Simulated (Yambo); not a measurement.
Absorption of Sr2WZnO6 (space group Fm-3m, No. 225) with and without the electron-hole interaction (Yambo, PBEsol bands; 4×4×4 mesh, 22 valence and 9 conduction bands, static screening with 92 bands and a 3 Ry block, scissor 1.69 eV, Tamm-Dancoff; field along x).

| E (eV) | Im ε, BSE | Im ε, independent quasiparticles |
|---|---|---|
| 2.70 | 0.11 | 0.08 |
| 2.80 | 0.12 | 0.08 |
| 2.90 | 0.13 | 0.09 |
| 3.00 | 0.15 | 0.09 |
| 3.10 | 0.17 | 0.10 |
| 3.20 | 0.20 | 0.11 |
| 3.30 | 0.23 | 0.11 |
| 3.40 | 0.28 | 0.12 |
| 3.50 | 0.34 | 0.14 |
| 3.60 | 0.45 | 0.15 |
| 3.70 | 0.62 | 0.17 |
| 3.80 | 0.94 | 0.18 |
| 3.90 | 1.59 | 0.21 |
| 4.00 | 2.83 | 0.24 |
| 4.10 | 3.42 | 0.27 |
| 4.20 | 2.36 | 0.32 |
| 4.30 | 1.75 | 0.39 |
| 4.40 | 1.76 | 0.48 |
| 4.50 | 1.99 | 0.63 |
| 4.60 | 2.33 | 0.88 |
| 4.70 | 2.61 | 1.35 |
| 4.80 | 2.73 | 2.04 |
| 4.90 | 2.71 | 2.81 |
| 5.00 | 3.23 | 3.51 |
| 5.10 | 3.41 | 4.23 |
| 5.20 | 2.85 | 4.57 |
| 5.30 | 2.19 | 3.99 |
| 5.40 | 1.89 | 3.85 |
| 5.50 | 1.86 | 4.14 |
| 5.60 | 2.03 | 3.86 |
| 5.70 | 2.25 | 3.96 |
| 5.80 | 2.35 | 4.63 |
| 5.90 | 2.42 | 4.89 |
| 6.00 | 2.67 | 4.93 |
| 6.10 | 3.07 | 5.21 |
| 6.20 | 3.21 | 5.77 |
| 6.30 | 3.37 | 6.13 |
| 6.40 | 3.32 | 6.48 |
| 6.50 | 3.63 | 6.65 |
| 6.60 | 4.39 | 6.12 |
| 6.70 | 4.89 | 4.89 |
| 6.80 | 4.67 | 3.89 |
| 6.90 | 4.63 | 3.61 |
| 7.00 | 5.65 | 3.40 |
| 7.10 | 7.19 | 3.05 |
| 7.20 | 6.83 | 2.57 |
| 7.30 | 6.01 | 2.33 |
| 7.40 | 6.93 | 2.40 |
| 7.50 | 7.10 | 2.68 |
| 7.60 | 6.47 | 3.11 |
| 7.70 | 6.04 | 3.30 |
| 7.80 | 5.16 | 3.72 |
| 7.90 | 4.66 | 4.24 |
| 8.00 | 5.20 | 4.16 |
| 8.10 | 5.92 | 4.16 |
| 8.20 | 5.48 | 3.64 |
| 8.30 | 4.97 | 3.14 |
| 8.40 | 4.46 | 2.89 |
| 8.50 | 4.03 | 3.32 |
| 8.60 | 3.64 | 4.00 |
| 8.70 | 3.48 | 4.64 |
| 8.80 | 3.44 | 5.21 |
| 8.90 | 3.40 | 5.25 |
| 9.00 | 3.06 | 4.89 |
| 9.10 | 2.56 | 4.35 |
| 9.20 | 2.31 | 4.29 |
| 9.30 | 2.24 | 4.18 |
| 9.40 | 2.16 | 4.07 |
| 9.50 | 2.07 | 3.74 |

The scissor comes from a G0W0 run whose convergence isn't established. Broadening 0.15 eV. The band window holds all transitions up to 9.5 eV. Fine structure above the onset can come from the mesh.

Spin-orbit coupling is left out, which matters for elements this heavy: edges can move by tenths of an eV.

Geometry of the Materials Project entry, not relaxed at this level; primitive cell a = 5.7071 Å, b = 5.7071 Å, c = 5.7071 Å, α = 60.00°, β = 60.00°, γ = 60.00°.

With a shallow 3d shell G0W0 needs far more bands and larger blocks than here, so the scissor is uncertain by tenths of an eV or more.
